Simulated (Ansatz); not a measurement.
The geometry is COD entry 4030363, unchecked; take it as a test cell.

A run of Ansatz 0.2.0 printed the following.

```
Ta: projections on atomic orbitals take those of the free atom 1s2 2s2 2p6 3s2 3p6 3d10 4s2 4p6 4d10 4f14 5s2 5p6 5d3 6s2, of charge +0.00 (hamiltonian.pseudopotentials.projection_atoms)
Cu: projections on atomic orbitals take those of the free atom 1s2 2s2 2p6 3s2 3p6 3d10 4s1, of charge +0.00 (hamiltonian.pseudopotentials.projection_atoms)
N: projections on atomic orbitals take those of the free atom 1s2 2s2 2p3, of charge +0.00 (hamiltonian.pseudopotentials.projection_atoms)
LAPW: plane waves up to 10.853 Å⁻¹, error target 1.0e-3 eV per atom; small_component_spin mean_spin; N in spheres of 0.829 Å, 7 of its electrons in bands, Dirac shells []; Cu in spheres of 1.164 Å, 19 of its electrons in bands, Dirac shells []; Ta in spheres of 1.164 Å, 45 of its electrons in bands, Dirac shells []
Engine: ansatz 0.2.0
Pseudopotentials: kind: all_electron
Pseudopotential: Ta, LAPW, valence charge 45, Koelling and Harmon's equation, gaussian nucleus
Pseudopotential: Cu, LAPW, valence charge 19, Koelling and Harmon's equation, gaussian nucleus
Pseudopotential: N, LAPW, valence charge 7, Koelling and Harmon's equation, gaussian nucleus
Functional definition: PBEsol
  exchange = pbesol_x
  correlation = pbesol_c
Crystal: 4 atoms, lattice volume = 49.506 Å³
Basis set: ecut = 448.76808659386853 eV, 1095 PW (Γ), FFT grids on a1−a3, a2−a3, a3, exchange–correlation at level 2
Bands: 47, of which v1, the nominal top of the filled ones, is band 39 counted from 1 (38 counted from 0)
Symmetry: 12 space group operations
Space group: R-3m (ITA 166), of the structure as read, at distance tolerance 3.7e-5 Å
k-points: 189 of 1728
Non-local potential: Ta, projectors of the file, none
Non-local potential: Cu, projectors of the file, none
Non-local potential: N, projectors of the file, none
Initial density: superposition of atomic densities (chi_scale 0.1, normalization cell, long waves kept (reshape's long-wave potential 0.02 eV rms))
Initial wavefunctions: plane waves of lowest kinetic energy (no species holds an atomic orbital)
Functional: x = pbesol(κ = 0.804, μ = 0.12345679012345678), c = pbesol(β = 0.046)
iter 1 solved again at ethr=5.96e-2 eV; its pass at ethr=1.00e-1 eV (dr2=4.65e1 eV) is discarded
SCF iter   1: F=—  HF=-472419.892816 eV  |F-HF|=—  |Δ(HF+E_count)|=         —  Δρ=2.05e-1  dr2=4.65e1  ethr=5.96e-2  ⟨swp⟩=2.0  Hψ=52411  notcnv=0
preconditioner: auto → LDOS  [metal: Δε(μ)=0.005 eV  Ē_g=18.887 eV  σ=0.050 eV  W_gap=0.02  n_scr=28 (ndim 8)  ℏωp=35.8 eV  f_vac=0.100  D(μ)=6.49/eV (n_scr^D=104)  β→1.0]
iter 2 solved again at ethr=4.34e-3 eV; its pass at ethr=5.96e-2 eV (dr2=3.39e0 eV) is discarded
SCF iter   2: F=—  HF=-472412.329197 eV  |F-HF|=—  |Δ(HF+E_count)|=    7.56e0  Δρ=5.37e-2  dr2=3.39e0  ethr=4.34e-3  ⟨swp⟩=2.0  Hψ=45272  notcnv=0
SCF iter   3: F=—  HF=-472412.300046 eV  |F-HF|=—  |Δ(HF+E_count)|=         —  Δρ=2.48e-2  dr2=3.65e-1  ethr=4.34e-3  ⟨swp⟩=3.0  Hψ=29502  notcnv=0
the basis was enlarged: its passes take 548.4 KiB over the memory plan, 1 of 1 planned eigensolver slots
SCF iter   4: F=—  HF=-472412.381956 eV  |F-HF|=—  |Δ(HF+E_count)|=   8.19e-2  Δρ=3.15e-2  dr2=5.75e-1  ethr=4.68e-4  ⟨swp⟩=3.0  Hψ=30722  notcnv=0
SCF iter   5: F=—  HF=-472411.584687 eV  |F-HF|=—  |Δ(HF+E_count)|=   7.97e-1  Δρ=9.72e-3  dr2=1.27e-1  ethr=4.68e-4  ⟨swp⟩=3.0  Hψ=27195  notcnv=0
SCF iter   6: F=—  HF=-472411.431645 eV  |F-HF|=—  |Δ(HF+E_count)|=   1.53e-1  Δρ=2.37e-3  dr2=1.03e-2  ethr=1.63e-4  ⟨swp⟩=2.9  Hψ=28300  notcnv=0
SCF iter   7: F=—  HF=-472411.422558 eV  |F-HF|=—  |Δ(HF+E_count)|=   9.09e-3  Δρ=4.68e-4  dr2=4.63e-4  ethr=1.32e-5  ⟨swp⟩=3.0  Hψ=28492  notcnv=0
SCF iter   8: F=—  HF=-472411.422019 eV  |F-HF|=—  |Δ(HF+E_count)|=   5.38e-4  Δρ=3.12e-4  dr2=1.46e-4  ethr=5.93e-7  ⟨swp⟩=2.0  Hψ=25479  notcnv=0
SCF iter   9: F=—  HF=-472411.421962 eV  |F-HF|=—  |Δ(HF+E_count)|=   5.70e-5  Δρ=7.79e-5  dr2=9.47e-6  ethr=1.87e-7  ⟨swp⟩=2.0  Hψ=25478  notcnv=0
SCF iter  10: F=-472411.421960 eV  HF=-472411.421960 eV  |F-HF|=6.09e-8  |Δ(HF+E_count)|=   2.89e-6  Δρ=7.07e-6  dr2=3.94e-8  ethr=1.21e-8  ⟨swp⟩=2.0  Hψ=25478  notcnv=0
SCF 1 converged in 10 iterations: F = -472411.421960 eV  dr2 = 3.94e-8
NSCF: frozen V_eff on 113 k-points
SCF converged after 10 iterations
Free energy (F): -472411.421960 eV
Harris-Foulkes:  -472411.421960 eV  (|F-HF|=6.09e-8)
Internal energy: -472411.421958 eV  (E = F + TS)
E sigma→0 (E₀):  -472411.421959 eV
Entropy (-TS):   -0.000002 eV (-0.000 meV/atom)
Fermi energy:    15.363523 eV
--- Per-component energies (eV) ---
  E_band       = -7317.743805
  E_kinetic    = 522498.032068
  E_xc         = -10665.320265
  E_electrostatic = -984244.133760  (all electrons and nuclei)
  E_smearing   = -0.000002  (= −TS)
  E_closure    = 0.000000  (closes the sum)
  E_atoms      = -472378.453655  (free atoms, spherical and without spin; not in F)
  Σ components = -472411.421960   (vs F -472411.421960, Δ=0.00e0)
  Basis errors (estimates in eV, not in F): energy 3.5e-4 per atom: plane waves 3.1e-4 (1.9e-4 summed), levels above the bands 2.1e-86, relativity 2.7e-8, radial functions 4.3e-5, core shells 4.5e-10; eigenvalues (radial functions only) 2.1e-6; not estimated: angular momenta, meshes, grids; target (lapw.basis_error) 1.0e-3; muffin-tin radii N 0.829 Å, Cu 1.164 Å, Ta 1.164 Å
--- Forces (eV/Å), atoms counted from 1 ---
  atom   1  Ta     0.00000000     0.00000000     0.00000000
  atom   2  Cu    -0.00000000     0.00000000    -0.00000000
  atom   3  N     -0.00000000     0.00000000    -6.38184783
  atom   4  N      0.00000000     0.00000000     6.38184783
  max |Σ_I F_I| component: 8.88e-16 eV/Å
--- Stress (GPa, compression-positive) ---
       24.792892       0.000000       0.000000
        0.000000      24.792892      -0.000000
       -0.000000      -0.000000       2.313368
  P = ⅓ Tr σ = 17.2997 GPa (172.997 kbar)
--- Band table (eV; the first three rows and the last of 189) ---
  k-point 0: bands = ["-519.2636", "-379.9796", "-379.9481", "-379.9481", "-358.9256", "-358.9256", "-201.7771", "-201.7543", "-201.7543", "-201.7196", "-201.7196", "-96.4873", "-54.1332", "-53.9781", "-53.9781", "-53.1868", "-19.9105", "-19.6088", "-19.6088", "-4.9595", "-4.8901", "-4.8626", "-4.8626", "-4.8522", "-4.8522", "-4.8021", "-1.8105", "2.3960", "7.7360", "8.3942", "8.3942", "11.7520", "12.5104", "13.0536", "13.0536", "13.2961", "13.2961", "14.5080", "14.5080", "16.3233", "16.5908", "16.5908", "19.4089", "22.7374", "25.1375", "25.8588", "25.8588"]
  k-point 1: bands = ["-519.2636", "-379.9796", "-379.9481", "-379.9481", "-358.9256", "-358.9256", "-201.7771", "-201.7543", "-201.7543", "-201.7196", "-201.7196", "-96.4872", "-54.1331", "-53.9785", "-53.9782", "-53.1842", "-19.9023", "-19.6643", "-19.6203", "-4.9544", "-4.8886", "-4.8654", "-4.8618", "-4.8532", "-4.8518", "-4.8050", "-1.6334", "2.2284", "7.8658", "8.4437", "8.5293", "11.7747", "12.6997", "13.0298", "13.0792", "13.2719", "13.2881", "13.9627", "14.1495", "16.3857", "16.9325", "17.0234", "19.4705", "22.5488", "25.0954", "25.6389", "26.1959"]
  k-point 2: bands = ["-519.2636", "-379.9796", "-379.9481", "-379.9481", "-358.9256", "-358.9256", "-201.7771", "-201.7543", "-201.7543", "-201.7196", "-201.7196", "-96.4872", "-54.1330", "-53.9795", "-53.9785", "-53.1770", "-19.8803", "-19.8123", "-19.6515", "-4.9406", "-4.8842", "-4.8717", "-4.8606", "-4.8556", "-4.8499", "-4.8126", "-1.1463", "1.8197", "8.2360", "8.5731", "8.9051", "11.6928", "12.6128", "13.0250", "13.1168", "13.2313", "13.2976", "13.5659", "13.6133", "16.5518", "17.3842", "17.8084", "19.5116", "22.0890", "25.1529", "25.1667", "26.3284"]
  k-point 188: bands = ["-519.2636", "-379.9796", "-379.9481", "-379.9481", "-358.9256", "-358.9256", "-201.7771", "-201.7543", "-201.7543", "-201.7196", "-201.7196", "-96.4873", "-54.1332", "-53.9781", "-53.9781", "-53.1868", "-19.9109", "-19.6088", "-19.6088", "-4.9598", "-4.8901", "-4.8626", "-4.8626", "-4.8522", "-4.8522", "-4.8021", "-1.7480", "2.1505", "8.4239", "8.4239", "8.8739", "10.5092", "12.0744", "12.9245", "12.9245", "13.0635", "13.0635", "14.9609", "14.9609", "16.5518", "16.5518", "17.5995", "19.0295", "22.5043", "24.3897", "25.4543", "25.4543"]
--- Löwdin populations: 4 sites ---
  site symbol       q [e]
     0     Ta     71.7317
     1     Cu     28.4620
     2      N      7.8157
     3      N      7.8157
  spilling = 0.001508 (of n_electrons = 116.000000)
```

The cell and starting positions:

```
CELL_PARAMETERS angstrom
1.56800 0.90529 5.81267
-1.56800 0.90529 5.81267
0.00000 -1.81057 5.81267
ATOMIC_POSITIONS crystal
Ta 0.50000 0.50000 0.50000
Cu 0.00000 0.00000 0.00000
N 0.11900 0.11900 0.11900
N 0.88100 0.88100 0.88100
```

Parts of the input that the log doesn't repeat:

```yaml
  band_path:
    path:
      - [0.0, 0.0, 0.0]
      - [0.5, 0.5, 0.5]
      - [0.8171626346, 0.1828373654, 0.5]
      - [0.5, -0.1828373654, 0.1828373654]
      - [0.5, 0.0, 0.0]
      - [0.0, 0.0, 0.0]
      - [0.3414186827, -0.3414186827, 0.0]
      - [0.6585813173, 0.0, 0.3414186827]
      - [0.5, 0.0, 0.5]
    npoints: 14
output:
  forces: true
  stress: true
  eigenvalues: true
  populations: true
  dos: { projected: true, de: 0.2, e_range: [-14, 8] }
```

Problem. Write the input that produced this log.

Solution. 
```yaml
crystal:
  lattice:
    - [1.5680009383, 0.9052857638, 5.81267]
    - [-1.5680009383, 0.9052857638, 5.81267]
    - [0.0, -1.8105715276, 5.81267]
  atoms:
    - { symbol: Ta, position: [0.5, 0.5, 0.5] }
    - { symbol: Cu, position: [0.0, 0.0, 0.0] }
    - { symbol: "N", position: [0.119, 0.119, 0.119] }
    - { symbol: "N", position: [0.881, 0.881, 0.881] }
kpoints:
  mp_grid: { grid: [12, 12, 12] }
  band_path:
    path:
      - [0.0, 0.0, 0.0]
      - [0.5, 0.5, 0.5]
      - [0.8171626346, 0.1828373654, 0.5]
      - [0.5, -0.1828373654, 0.1828373654]
      - [0.5, 0.0, 0.0]
      - [0.0, 0.0, 0.0]
      - [0.3414186827, -0.3414186827, 0.0]
      - [0.6585813173, 0.0, 0.3414186827]
      - [0.5, 0.0, 0.5]
    npoints: 14
scf:
  occupations: { method: fermi_dirac, width: 0.05 }
hamiltonian:
  xc: pbesol
  pseudopotentials: { kind: all_electron, lapw: { basis_error: 0.001 } }
output:
  forces: true
  stress: true
  eigenvalues: true
  populations: true
  dos: { projected: true, de: 0.2, e_range: [-14, 8] }
```
This is the input that was run; digits and keys that the log doesn't show could differ in an equivalent one.
